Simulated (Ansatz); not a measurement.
The cell below belongs to a search over invented structures; it isn't taken from experiment.

Input and command of a plane-wave DFT calculation in Ansatz:

```yaml
crystal:
  lattice:
    - [-1.55301799, 1.89273382, 3.05423937]
    - [1.55301799, -1.89273382, 3.05423937]
    - [1.55301799, 1.89273382, -3.05423937]
  atoms:
    - { symbol: Mn, position: [0.5, 0.0, 0.5], spin: 4.0 }
    - { symbol: Si, position: [0.0, 0.5, 0.5] }
    - { symbol: O, position: [0.0, 0.0, 0.0] }
basis:
  ecutwfc: 420
kpoints:
  mp_grid: { grid: [8, 8, 8] }
hamiltonian:
  xc: pbe
scf:
  occupations: { method: gaussian, width: 0.2 }
  lower_state_search: "off"
output:
  forces: true
  stress: true
  eigenvalues: true
  populations: true
magnetization:
  spin_polarized: true
relax:
  adjacent_minimum: "off"
  f_tol: 0.08
  max_steps: 16
  cell: { stress_tol: 0.8 }
```

```bash
ansatz run input.yaml --threads 1 --pin off --max-ram 2560MiB --backend cpu --events-out ev --progress --plain --runs-dir out
```

Processor: Intel(R) Xeon(R) Processor @ 2.70GHz, 1 thread, on a host shared with other jobs.

Question: How long does it run, and how much memory does it take?

Answer: About 100 s, peak memory 0.45 GiB. It solves 19 bands at 95 k points (after reduction by symmetry) with about 805 plane waves (on the last cell), in 92 SCF iterations over 11 ionic steps.
